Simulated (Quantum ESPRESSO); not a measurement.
**Band energies of Li$_{4}$WO$_{5}$**

```
Li4WO5
1.0
   -3.26974     3.26974     2.05283
    3.26974    -3.26974     2.05283
    3.26974     3.26974    -2.05283
Li O W
4 5 1
Direct
  0.18521   0.40019   0.58318
  0.60203   0.18521   0.78502
  0.81701   0.60203   0.41682
  0.40019   0.81701   0.21498
  0.71578   0.90188   0.63668
  0.07910   0.71578   0.81390
  0.26520   0.07910   0.36332
  0.90188   0.26520   0.18610
  0.49111   0.49111   0.00000
  0.03990   0.03990   0.00000
```

LDA (pw.x of Quantum ESPRESSO, ONCV potentials, without SOC); path ΓXMΓZPNZ1M,XP; energies in eV from the valence-band maximum.

```csv
k (1/Å),point,band 24,band 25,band 26,band 27,band 28,band 29,band 30,band 31
0.00,Γ,-1.32,-0.93,-0.58,-0.11,-0.11,3.47,3.47,4.14
0.23,,-1.37,-0.80,-0.57,-0.35,-0.12,3.39,3.46,4.16
0.68,X,-1.25,-1.10,-0.94,-0.37,-0.17,3.14,3.45,4.14
1.13,,-1.43,-1.12,-0.91,-0.75,-0.07,3.32,3.36,3.91
1.36,M,-1.49,-1.07,-0.73,-0.73,-0.14,3.38,3.38,3.76
1.55,,-1.44,-1.13,-0.85,-0.77,-0.07,3.31,3.38,3.87
1.94,,-1.29,-1.00,-0.62,-0.58,-0.09,3.30,3.43,4.15
2.32,Γ,-1.32,-0.93,-0.58,-0.11,-0.11,3.47,3.47,4.14
2.68,,-1.14,-0.97,-0.54,-0.27,-0.24,3.77,3.96,4.09
3.03,,-0.71,-0.60,-0.51,-0.44,-0.40,3.98,4.24,4.51
3.39,Z,-0.91,-0.85,-0.74,-0.56,-0.33,3.85,3.85,4.10
3.76,,-0.86,-0.66,-0.59,-0.37,-0.16,3.98,4.19,4.34
4.13,P,-1.06,-0.97,-0.27,-0.27,-0.23,4.24,4.31,4.31
4.45,,-0.80,-0.56,-0.47,-0.26,-0.21,4.05,4.31,4.43
4.61,N,-0.73,-0.65,-0.52,-0.28,-0.21,4.00,4.32,4.45
4.80,,-0.74,-0.68,-0.52,-0.47,-0.15,3.96,4.25,4.41
5.18,Z1,-0.91,-0.85,-0.74,-0.56,-0.33,3.85,3.85,4.10
5.49,,-1.41,-1.05,-0.79,-0.68,-0.16,3.40,3.51,3.77
5.64,M,-1.49,-1.07,-0.73,-0.73,-0.14,3.38,3.38,3.76
5.64,X,-1.25,-1.10,-0.94,-0.37,-0.17,3.14,3.45,4.14
5.90,,-1.21,-0.99,-0.95,-0.43,-0.19,3.41,3.64,4.17
6.15,,-1.05,-0.94,-0.49,-0.39,-0.22,3.97,4.08,4.22
6.41,P,-1.06,-0.97,-0.27,-0.27,-0.23,4.24,4.31,4.31
```

The LDA gap is 3.14 eV; at least one edge lies off the plotted path, at a point of the SCF mesh. The smallest direct gap is 3.24 eV.

Spin-orbit coupling is left out, which matters for elements this heavy: edges can move by tenths of an eV.

Geometry of the Materials Project entry, not relaxed at this level.

The structure is a Materials Project entry; no match was found in the copy of COD used, and its stability was not checked.
